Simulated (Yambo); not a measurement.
SnS2 (CdI2 type, space group P-3m1, No. 164), G0W0@LDA (Yambo, plasmon pole, terminator in G, 6×6×2 mesh): gap (0, 0.167, 0) → L in eV by bands and screening block.

```json
[
 {"bands (W and G)": "31", "2 Ry": "2.24", "3 Ry": "2.26", "5 Ry": "2.31", "6 Ry": "2.33", "8 Ry": "2.35"},
 {"bands (W and G)": "49", "2 Ry": "?", "3 Ry": "?", "5 Ry": "2.26", "6 Ry": "2.29", "8 Ry": "2.30"},
 {"bands (W and G)": "72", "2 Ry": "2.12", "3 Ry": "2.15", "5 Ry": "2.23", "6 Ry": "2.26", "8 Ry": "2.27"},
 {"bands (W and G)": "103", "2 Ry": "2.10", "3 Ry": "2.12", "5 Ry": "?", "6 Ry": "2.24", "8 Ry": "2.26"},
 {"bands (W and G)": "133", "2 Ry": "2.09", "3 Ry": "2.12", "5 Ry": "2.19", "6 Ry": "2.23", "8 Ry": "2.25"}
]
```

Problem. Estimate the withheld gaps from their neighbours; the computed values follow.

Solution. 
- 49, 2 Ry: 2.16
- 49, 3 Ry: 2.18
- 103, 5 Ry: 2.21

The largest settings aren't shown to be the converged limit.

The standard potential for Sn keeps a d shell in the valence without the s and p states of that shell. In tests on such compounds this moved G0W0 gaps by up to about 0.9 eV, so absolute quasiparticle energies here are unreliable; differences between settings are what counts.

Spin-orbit coupling is not included.

Geometry of the Materials Project entry, not relaxed at this level; primitive cell a = b = 3.674 Å, c = 6.229 Å, α = β = 90.00°, γ = 120.00°.

The distance between layers or molecules is the database entry's, not relaxed here. Functionals without dispersion can leave it too large, which widens gaps and weakens the response across layers: the numbers belong to this cell.
